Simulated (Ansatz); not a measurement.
Q: Name crystals whose computed values (DFT-PBEsol in the program Ansatz with PAW potentials) fall in these windows: gap (eV) 7.4 to 9.8; G_Hill (GPa) 130 to 170.

A: 

```csv
crystal,gap (eV),G_Hill (GPa)
"B2O3, Cmc2_1 (B on 8b, O on 4a, O on 8b)",8.41,161
```
Others may fit too.

Standing as an ambient phase not checked: B2O3, Cmc2_1 (B on 8b, O on 4a, O on 8b). The cell was relaxed under the symmetry of its start.

Potentials: the later of the program's two PAW sets.
